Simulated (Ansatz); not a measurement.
Na (bcc (W type)), relaxed with PBE+D3(BJ) (Ansatz, a quantum-chemistry and plane-wave program, plane waves, PAW): a = b = c = 4.0806 Å, α = β = γ = 90.00°.

| Quantity | Result |
|---|---|
| B₀ by P(V) fit (GPa) | 8.9 |
| K_Hill (GPa) | 8.9 |
| G_Hill (GPa) | 3.2 |
| Θ_D (K) | 175 |

Task: The same phase is relaxed and computed with PBEsol in the same code. What are the cell and these values now?

Result: a = b = c = 4.1710 Å, α = β = γ = 90.00°.

- B₀ by P(V) fit (GPa) = 7.9
- K_Hill (GPa) = 7.9
- G_Hill (GPa) = 2.8
- Θ_D (K) = 165

All cells were relaxed under the symmetry of their starts (and spin orders); stability against distortions was not tested throughout.

Potentials: the later of the program's two PAW sets.

Ansatz is a plane-wave DFT program.
